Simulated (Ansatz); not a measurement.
Starting cell, WSe2 (2H-MoS2 type, space group P6_3/mmc):

```xyz
6
Lattice="3.2995 0.0000 0.0000 -1.6498 2.8575 0.0000 0.0000 0.0000 13.1475" Properties=species:S:1:pos:R:3 pbc="T T T"
W      0.0000     1.9050     3.2869
W      1.6498     0.9525     9.8606
Se     0.0000     1.9050     8.1954
Se     1.6498     0.9525     1.6216
Se     1.6498     0.9525     4.9521
Se     0.0000     1.9050    11.5258
```

Scan: atom 5 (Se, nearest neighbour W at 2.530 Å; its periodic images, 3.3 Å or more away, move with it) is displaced towards the nearest neighbour, direction (0.000, -0.753, -0.658) in Cartesian axes, by s. The other atoms stay.

Method: r2SCAN+rVV10 (plane waves to 500 eV, PAW, scalar-relativistic; Ansatz, an electronic-structure program). k mesh 9×9×2 (Γ-centred), Fermi-Dirac smearing 0.05 eV. Left out: 1 of 11 points, with atoms too close for the PAW data. F∥ is the force on the atom along that direction. Spin-orbit coupling is left out, though W is heavy. The PAW data are Ansatz's earlier set. WSe2 is run without spin polarisation. WSe2 was relaxed with its symmetry unable to fall. 

```csv
s (Å),F∥ (eV/Å)
-0.510,3.018
-0.408,2.791
-0.306,2.422
-0.204,1.874
-0.102,1.092
0.000,0.000
0.102,-1.514
0.204,-3.607
0.306,-6.495
0.408,-10.478
```

Question: What is the force constant k = d²E/ds² of this move at s = 0?

Answer: 12.6 eV/Å². The forces along the line at the two nearest points give (1.092 − (-1.514)) / (2·0.102) = 12.77 eV/Å²; the next pair corrects for the finite step.

(For displaced atoms, the force is minus the slope of the energy, and its curvature is a force constant, which sets phonon frequencies.)
